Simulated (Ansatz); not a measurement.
**What DFT gives for La2Tl2Ge**

```
Ge La Tl
1.0
     2.10294    3.64240    0.00000
    -2.10294    3.64240    0.00000
    -2.10294    1.21413   10.23322
Ge La Tl
1 2 2
Cartesian
  0.0000 0.0000 0.0000
  -0.0002 2.4284 1.5921
  -2.1027 6.0705 8.6411
  0.0002 4.8564 3.5381
  -2.1032 3.6425 6.6951
```

Level: PBEsol, spin-orbit coupling; 420 eV; 6×6×6 Γ-centred mesh; fermi-dirac occupations (width 0.0801 eV); Ansatz 0.2.0, fixed geometry.

The state carries no moments; the state need not be the lowest.

(1) How is the charge shared?

(2) Metal or insulator?

(3) Where is the largest force?

(4) Is it stable against the elements?

(5) Is the cell too large or too small?

Origin: a known structure type with other elements, at an estimated volume, so it need not be a known compound. Caveats: atoms or cell far from equilibrium; f levels without a U or exact exchange are poorly placed.

Run time, from a saved density: 93 s on 2 threads of Intel(R) Xeon(R) Platinum 8375C CPU @ 2.90GHz (Ice Lake), with other jobs on the host, peak memory 1.5 GiB. The time holds forces, stress, Bader, DOS, bands, ELF.

## Answers

(1) Bader charges in e: La +1.16, Tl -0.40, Ge -1.52. In the mean La gives up most and Ge takes most.

(2) It is a metal, with about 2.7 states/eV a cell as the mean within 0.25 eV of the Fermi level, mostly La d (46 %) and Tl p (38 %).

(3) The largest is on Tl4 (and as large on other atoms): 1.67 eV/Å, components (0.00, 0.00, 1.67). It makes 129° with the line to a nearest neighbour, La2 at 3.11 Å.

(4) -0.18 eV an atom against the elements' usual phases (free molecules for gases, crystals otherwise, with no correction for O₂ or N₂), so it is bound against them; other compounds may still compete. Relaxing would lower it.

(5) The pressure is 4.9 GPa (compression positive), so with the atoms held at these fractions the cell would first expand; the forces are large, so a full relaxation may end otherwise.
